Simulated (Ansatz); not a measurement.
A relaxation computed with Ansatz, from input to last step.

```yaml
crystal:
  lattice:
    - [-3.2900946956, 3.2900946956, 2.9837122902]
    - [3.2900946956, -3.2900946956, 2.9837122902]
    - [3.2900946956, 3.2900946956, -2.9837122902]
  atoms:
    - { symbol: Sn, position: [0.6644943463, 0.1644943463, 0.8289886925] }
    - { symbol: Sn, position: [0.1644943463, 0.3355056537, 0.5] }
    - { symbol: Sn, position: [0.3355056537, 0.8355056537, 0.1710113075] }
    - { symbol: Sn, position: [0.8355056537, 0.6644943463, 0.5] }
    - { symbol: Ru, position: [0.25, 0.25, 0.0] }
    - { symbol: Ru, position: [0.75, 0.75, 0.0] }
basis:
  ecutwfc: 500
kpoints:
  mp_grid: { grid: [8, 8, 8] }
hamiltonian:
  xc: r2scan
scf:
  occupations: { method: gaussian, width: 0.1 }
output:
  forces: true
  stress: true
  eigenvalues: true
relax:
  adjacent_minimum: "off"
  f_tol: 0.01
  max_steps: 30
  cell: { stress_tol: 0.1, fix: [volume] }
```

```bash
ansatz run input.yaml --threads 1 --pin off --max-ram 2560MiB --backend cpu --events-out ev --progress --plain --runs-dir out
```

Method: Ansatz, DFT r2SCAN, scalar-relativistic, plane waves, PAW.

The volume is held at 1.1 times that of the relaxed cell.

Of 4 frames 3 are shown, positions in Å and forces in eV/Å; the SCF threshold varies from step to step. Steps run on the plane waves of an earlier cell, with a Pulay correction in the pressure. The basis is chosen afresh for the last frame, the zero of the energies, and at times for earlier ones too; energy and pressure step there, also at an unchanged geometry.

```xyz
6
Lattice="-3.2901 3.2901 2.9837 3.2901 -3.2901 2.9837 3.2901 3.2901 -2.9837" Properties=species:S:1:pos:R:3:forces:R:3 pbc="T T T" step=1 free_energy_over_end_meV_per_atom=0.22 pressure_GPa=-9.95
Sn    1.0824    4.3725    0.0000    0.0423    0.0423    0.0000
Sn    2.2077    1.0824    0.0000   -0.0423    0.0423    0.0000
Sn    2.2077   -1.0824    2.9837   -0.0423   -0.0423    0.0000
Sn    1.0824    2.2077    2.9837    0.0423   -0.0423    0.0000
Ru    0.0000    0.0000    1.4919    0.0000    0.0000    0.0000
Ru    0.0000    0.0000    4.4756    0.0000    0.0000    0.0000
6
Lattice="-3.2879 3.2879 2.9877 3.2879 -3.2879 2.9877 3.2879 3.2879 -2.9877" Properties=species:S:1:pos:R:3:forces:R:3 pbc="T T T" step=2 free_energy_over_end_meV_per_atom=0.18 pressure_GPa=-9.75
Sn    1.0967    4.3846    0.0000   -0.0360   -0.0360    0.0000
Sn    2.1912    1.0967    0.0000    0.0360   -0.0360    0.0000
Sn    2.1912   -1.0967    2.9877    0.0360    0.0360    0.0000
Sn    1.0967    2.1912    2.9877   -0.0360    0.0360    0.0000
Ru    0.0000    0.0000    1.4938    0.0000    0.0000    0.0000
Ru    0.0000    0.0000    4.4815    0.0000    0.0000    0.0000
6
Lattice="-3.2876 3.2876 2.9883 3.2876 -3.2876 2.9883 3.2876 3.2876 -2.9883" Properties=species:S:1:pos:R:3:forces:R:3 pbc="T T T" step=4 free_energy_over_end_meV_per_atom=0.00 pressure_GPa=-9.84
Sn    1.0899    4.3775    0.0000   -0.0022   -0.0022    0.0000
Sn    2.1977    1.0899    0.0000    0.0022   -0.0022    0.0000
Sn    2.1977   -1.0899    2.9883    0.0022    0.0022    0.0000
Sn    1.0899    2.1977    2.9883   -0.0022    0.0022    0.0000
Ru    0.0000    0.0000    1.4942    0.0000    0.0000    0.0000
Ru    0.0000    0.0000    4.4825    0.0000    0.0000    0.0000
```

The run took 110 s on 1 thread of Intel(R) Xeon(R) Platinum 8488C (Sapphire Rapids), with other jobs on the host, peak memory 1.1 GiB.